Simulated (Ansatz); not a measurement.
Question: GaSb (rock salt, Fm-3m) is relaxed with DFT-PBEsol in the program Ansatz with PAW potentials. What lattice parameters of the conventional cell result?

Answer: a = 5.696 Å.

Question: Is it a metal or does it have a gap at this level?

Answer: No gap at this level.

The start of the workflow was typed in or built on a structure type; neither database checked (COD, Materials Project) lists it. It is not the phase usual at ambient conditions (space group No. 216). The cell was relaxed with PBEsol under the symmetry of its start; of distortions, only those at the zone centre were tested. Scalar-relativistic: spin–orbit coupling is off unless named, which matters more the heavier the elements.

Potentials: the later of the program's two PAW sets.
